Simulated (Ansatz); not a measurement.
CdAg: tetragonal deformation path

The calculation used DFT LDA, scalar-relativistic, plane waves, PAW (Ansatz 0.2.0). Cutoff 420 eV, Γ-centred 16×16×16 k-points, Gaussian smearing of 0.15 eV. No spin polarisation. Energies are free energies at this smearing, counted from the undisturbed cell; pressure is positive in compression.

Reference structure (as given, not relaxed at this level; it stands at -5.8 GPa, and it needn't be the usual structure):

```yaml
crystal:
  lattice:
    - [3.33000, 0.00000, 0.00000]
    - [0.00000, 3.33000, 0.00000]
    - [0.00000, 0.00000, 3.33000]
  atoms:
    - { symbol: Cd, position: [0.50000, 0.50000, 0.50000] }
    - { symbol: Ag, position: [0.00000, 0.00000, 0.00000] }
```

At fixed volume and fractional coordinates, lengths along (0.000, 0.000, 1.000) are scaled against those across it; ρ is that ratio over its starting value. The cell is metallic on the mesh throughout.

| ρ | ΔE (meV/atom) | pressure (GPa) |
| --- | --- | --- |
| 0.707 | 149.5 | 0.7 |
| 0.780 | ? | ? |
| 0.850 | 11.4 | -5.2 |
| 1.000 | 0.0 | -5.8 |
| 1.200 | -1.8 | -5.8 |
| 1.414 | 5.1 | -5.8 |

Question: Give the withheld values.

Answer: ΔE (meV/atom) at ρ = 0.780: 48.5; pressure (GPa) at ρ = 0.780: -3.7.